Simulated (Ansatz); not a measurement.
The start is a generated cell, Mg placed in the omega structure type. A full variable-cell relaxation at zero pressure is run with r2SCAN (plane waves to 500 eV, PAW, scalar-relativistic; Ansatz, an electronic-structure program). The first steps use a coarse 8×8×11 k-mesh.

The start:
```
CELL_PARAMETERS angstrom
      5.08070     0.00000     0.00000
     -2.54035     4.40001     0.00000
      0.00000     0.00000     3.09016
ATOMIC_POSITIONS crystal
  Mg 0.00000 0.00000 0.00000
  Mg 0.33333 0.66667 0.50000
  Mg 0.66667 0.33333 0.50000
```

Task: How much energy is released per atom?

Result: Under 0.01 eV/atom.

Task: What band gap does the relaxed structure have at this level?

Result: No gap (metallic).

The space group stays P6/mmm (No. 191) (the run could not lower it), with 3 atoms in the primitive cell. Final values are on a 11×11×15 k-mesh of the relaxed cell. No spin polarisation in the result.

The run could not lower the symmetry of its start; a shaken copy of this end point relaxes with r2SCAN to I4/mmm (No. 139), 0.04 eV/atom lower.

The relaxed structure here is a generated cell of Mg: the first start was made by placing the elements on the sites of a structure type, and the end was not matched to a known phase here, so it may be hypothetical. Known forms of Mg include space group No. 194.
